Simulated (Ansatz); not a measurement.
Ansatz (an electronic-structure program) input:

Ansatz 0.2 input:
```yaml
crystal:
  lattice:
    - [3.9893211595, 0.0, 0.0]
    - [0.0, 3.9893211595, 0.0]
    - [0.0, 0.0, 3.9893211595]
  atoms:
    - { symbol: K, position: [0.5, 0.5, 0.5] }
    - { symbol: Ta, position: [0.0, 0.0, 0.0] }
    - { symbol: O, position: [0.0, 0.5, 0.0] }
    - { symbol: O, position: [0.5, 0.0, 0.0] }
    - { symbol: O, position: [0.0, 0.0, 0.5] }
kpoints:
  mp_grid: { grid: [4, 4, 4] }
hamiltonian:
  xc: hse06
  pseudopotentials: { azcp: { folder: ./paw }, kind: paw }
scf:
  n_extra_bands: 6
  occupations: { method: fixed }
output:
  eigenvalues: true
  eigenstates:
    e_range: [-9.0, 12.0]
    kpoints:
      - [0.5, 0.5, 0.5]  # VBM
      - [0.0, 0.0, 0.0]  # CBM
      - [0.0, 0.0, 0.0]  # GAMMA
      - [0.5, 0.5, 0.5]  # R
      - [0.5, 0.5, 0.0]  # M
      - [0.0, 0.5, 0.0]  # X
```

Output (shortened):

```
Pseudopotentials: kind: paw
Pseudopotential: K, paw, valence charge 9
Pseudopotential: Ta, paw, valence charge 13
Pseudopotential: O, paw, valence charge 6
Functional definition: HSE06
davidson cushion auto → on  (no smearing: the cushion is to keep the highest requested band from converging to the state above it …
Crystal: 5 atoms, lattice volume = 63.489 Å³
Basis set: ecut = 420 eV, 1237 PW (Γ)
Bands: 26, of which v1, the nominal top of the filled ones, is band 20 counted from 1 (19 counted from 0)
Symmetry: 48 space group operations
Space group: Pm-3m (ITA 221), of the structure as read, at distance tolerance 4.0e-5 Å
k-points: 10 of 64
PAW frozen core: K, regenerated for the run's functional, and the local potential with it
PAW frozen core: Ta, regenerated for the run's functional, and the local potential with it
PAW frozen core: O, regenerated for the run's functional, and the local potential with it
Initial density: superposition of atomic densities (chi_scale 0.1, normalization cell, long waves kept (reshape's long-wave potential 0.00 eV rms))
Initial wavefunctions: pseudopotential atomic-orbital guess
Eigensolver: davidson
Functional: x = pbe(κ = 0.804, μ = 0.2195149727645171), c = pbe(β = 0.06672455060314922), warm-up for x = pbe(κ = 0.804, μ = 0.2195149727645171) + 0.25 (exact …
SCF iter   1: F=—  HF=-13179.652557 eV  |F-HF|=—  |Δ(HF+E_count)|=         —  Δρ=5.63e-2  dr2=2.11e0  ethr=1.00e-1  ⟨swp⟩=6.3  Hψ=808  notcnv=0
preconditioner: auto → none
SCF iter   2: F=—  HF=-13179.229114 eV  |F-HF|=—  |Δ(HF+E_count)|=   4.23e-1  Δρ=3.41e-2  dr2=4.29e-1  ethr=5.28e-3  ⟨swp⟩=4.2  Hψ=736  notcnv=0  defer=5
SCF iter   3: F=—  HF=-13179.229587 eV  |F-HF|=—  |Δ(HF+E_count)|=   4.73e-4  Δρ=1.92e-2  dr2=2.25e-1  ethr=1.07e-3  ⟨swp⟩=3.7  Hψ=727  notcnv=0  defer=1
iter 4 solved again at ethr=2.21e-5 eV; its pass at ethr=5.62e-4 eV (dr2=8.85e-3 eV) is discarded
SCF iter   4: F=—  HF=-13179.206171 eV  |F-HF|=—  |Δ(HF+E_count)|=   2.34e-2  Δρ=5.61e-3  dr2=8.37e-3  ethr=2.21e-5  ⟨swp⟩=3.8  Hψ=1298  notcnv=0
SCF iter   5: F=-13179.212121 eV  HF=-13179.212085 eV  |F-HF|=3.66e-5  |Δ(HF+E_count)|=   5.91e-3  Δρ=5.47e-4  dr2=1.05e-4  ethr=2.09e-5  ⟨swp⟩=3.8  Hψ=650  notcnv=0
SCF 1 stopped early in 5 iterations: F = -13179.212121 eV  dr2 = 1.05e-4
Crystal: 5 atoms, lattice volume = 63.489 Å³
Initial density: handed on by an earlier stage of this run
Initial wavefunctions: those handed on with the density
Functional: x = pbe(κ = 0.804, μ = 0.2195149727645171) + 0.25 (exact − pbe) at short range (hse, ω = 0.20786987370883472 Å⁻¹), c = pbe(β = 0.06672455060314922); HSE06 as pw.x's `hse` composes it (authors' and Libxc's form: `xc: wpbeh`)
Exchange kernel: α = 0.2500, screened, ω = 0.2079 Å⁻¹, Wigner–Seitz truncation, v(0) = 1034.5690 eV·Å³, q-mesh 4×4×4, nearest image of the exchange supercell L …
Frozen-core exchange: fock
SCF iter   1: F=—  HF=-13180.106352 eV  |F-HF|=—  |Δ(HF+E_count)|=         —  Δρ=1.29e-2  dr2=1.69e-1  ethr=2.64e-6  ⟨swp⟩=7.3  Hψ=1329  notcnv=0
preconditioner: auto → none
SCF iter   2: F=—  HF=-13180.054418 eV  |F-HF|=—  |Δ(HF+E_count)|=   5.19e-2  Δρ=3.35e-3  dr2=8.38e-3  ethr=2.64e-6  ⟨swp⟩=5.1  Hψ=1033  notcnv=0
SCF iter   3: F=—  HF=-13180.069206 eV  |F-HF|=—  |Δ(HF+E_count)|=   1.48e-2  Δρ=1.50e-3  dr2=1.79e-3  ethr=2.64e-6  ⟨swp⟩=4.2  Hψ=896  notcnv=0
SCF iter   4: F=—  HF=-13180.068688 eV  |F-HF|=—  |Δ(HF+E_count)|=   5.18e-4  Δρ=3.08e-4  dr2=3.54e-5  ethr=2.64e-6  ⟨swp⟩=3.2  Hψ=655  notcnv=0
SCF iter   5: F=-13180.068846 eV  HF=-13180.068860 eV  |F-HF|=1.47e-5  |Δ(HF+E_count)|=   1.73e-4  Δρ=2.10e-4  dr2=1.75e-5  ethr=6.11e-8  ⟨swp⟩=4.6  Hψ=906  notcnv=0
SCF 2 stopped early in 5 iterations: F = -13180.068846 eV  dr2 = 1.75e-5
hybrid outer 1: dexx = +1.831e-2 eV, tail = 7.70e-5 eV
Crystal: 5 atoms, lattice volume = 63.489 Å³
Exchange kernel: α = 0.2500, screened, ω = 0.2079 Å⁻¹, Wigner–Seitz truncation, v(0) = 1034.5690 eV·Å³, q-mesh 4×4×4, nearest image of the exchange supercell L …
Frozen-core exchange: fock
SCF iter   1: F=—  HF=-13180.068630 eV  |F-HF|=—  |Δ(HF+E_count)|=         —  Δρ=9.04e-5  dr2=3.65e-6  ethr=9.62e-7  ⟨swp⟩=3.8  Hψ=619  notcnv=0
preconditioner: auto → none
iter 2 solved again at ethr=3.32e-10 eV; its pass at ethr=8.57e-9 eV (dr2=1.33e-7 eV) is discarded
SCF iter   2: F=—  HF=-13180.068630 eV  |F-HF|=—  |Δ(HF+E_count)|=   3.96e-7  Δρ=2.93e-5  dr2=2.48e-7  ethr=3.32e-10  ⟨swp⟩=3.1  Hψ=1390  notcnv=0  defer=1
SCF iter   3: F=—  HF=-13180.068632 eV  |F-HF|=—  |Δ(HF+E_count)|=   1.57e-6  Δρ=2.92e-5  dr2=5.01e-7  ethr=3.32e-10  ⟨swp⟩=5.2  Hψ=910  notcnv=0  defer=5
SCF iter   4: F=-13180.068631 eV  HF=-13180.068631 eV  |F-HF|=5.76e-9  |Δ(HF+E_count)|=   1.40e-7  Δρ=3.57e-6  dr2=8.24e-9  ethr=3.32e-10  ⟨swp⟩=3.8  Hψ=762  notcnv=0
SCF 3 converged in 4 iterations: F = -13180.068631 eV  dr2 = 8.24e-9
hybrid outer 2: dexx = +1.525e-6 eV, tail = 3.49e-8 eV, Δε = 3.57e-3 eV (about 9.12e-5 eV left of the loop's levels)
NSCF: frozen V_eff on 6 k-points
hybrid SCF converged: 2 outer / 9 inner (+5 warm-up), last move |dexx| = 1.52e-6 eV, tail = 3.49e-8 eV
Stability not checked (fock_operator)
Free energy (F): -13180.068631 eV
Frozen-core exchange: fock
Harris-Foulkes:  -13180.068631 eV  (|F-HF|=5.76e-9)
Internal energy: -13180.068631 eV  (E = F + TS)
E sigma→0 (E₀):  -13180.068631 eV
Fermi energy:    7.633765 eV
--- Per-component energies (eV) ---
  E_band       = -335.388953
  E_kinetic    = 1150.912990
  E_local      = -2207.898039  (includes V_loc(G=0)·N_el)
  E_nonlocal   = 159.444553
  E_hartree    = 788.996722
  E_xc         = -534.456735
  E_vxc        = -533.818509  (∫ρ·V_xc dr)
  E_exx        = -118.612346  (= α·E_x^exact, valence–valence)
  E_paw        = -9594.268386  (= ΣΔE_a)
  E_vpaw       = -244.800906  (= ΣTr[D̂ρ^β])
  E_aug_tail   = 0.002488  (compensation charges beyond the density's cutoff)
  E_ewald      = -2820.615195
  E_core_change = -3.574683  (= ΣΔE_core)
  E_smearing   =  0.000000  (= −TS)
  E_closure    = 0.000000  (closes the sum)
  Σ components = -13180.068631   (vs F -13180.068631, Δ=0.00e0)
  [band-id]    e_kinetic+e_local+e_nonlocal+2·e_hartree+e_vxc+2·e_exx+e_vpaw+e_augmentation_tail = -335.388671   (vs E_band -335.388953, Δ=2.82e-4)
--- Band table (eV; the first three rows and the last of 10) ---
  k-point 0: bands = ["-63.1026", "-28.1702", "-28.1702", "-28.1702", "-21.5661", "-11.5419", "-10.8136", "-10.8136", "-3.7766", "-3.7766", "-3.7766", "4.9849", "4.9849", "4.9849", "6.4957", "6.4957", "6.4957", "6.9637", "6.9637", "6.9637", "11.2109", "11.2109", "11.2109", "15.9195", "15.9585", "15.9585"]
  k-point 1: bands = ["-63.1024", "-28.2236", "-28.1666", "-28.1666", "-21.5510", "-11.4316", "-10.8015", "-10.4045", "-3.7537", "-3.7537", "-3.6996", "3.4496", "4.9390", "4.9390", "5.7607", "5.7607", "5.8553", "6.2541", "6.7928", "6.7928", "11.2918", "12.7641", "12.7641", "15.9792", "16.7777", "17.8840"]
  k-point 2: bands = ["-63.1023", "-28.2763", "-28.1630", "-28.1630", "-21.5360", "-11.4261", "-10.7894", "-9.7956", "-3.7306", "-3.7306", "-3.6208", "1.7503", "4.9561", "4.9561", "5.1109", "5.1109", "5.3536", "6.0289", "6.7209", "6.7209", "11.3763", "14.2554", "14.2554", "15.9947", "17.8533", "18.5906"]
  k-point 9: bands = ["-63.1017", "-28.2606", "-28.2606", "-28.2606", "-21.5050", "-9.7722", "-9.7722", "-9.7722", "-4.0555", "-4.0555", "-4.0555", "1.6644", "1.8030", "1.8030", "3.4566", "3.4566", "3.4566", "7.6338", "7.6338", "7.6338", "15.8970", "15.8970", "15.8970", "18.3655", "18.3655", "18.3655"]
  band table: 26 of 26 bands, residual norms ≤ 1.0e-3 eV
```

Cost: very roughly 60 core-seconds on shared cores.

The points marked VBM and CBM come from a semilocal run.

Symmetry was held in the r²SCAN relaxation; phonons on a q-mesh show no instability. No spin polarisation was allowed. Spin–orbit coupling is left out wherever it is not named.

Potentials: the earlier of the program's two PAW sets.

Ansatz is a plane-wave DFT program.
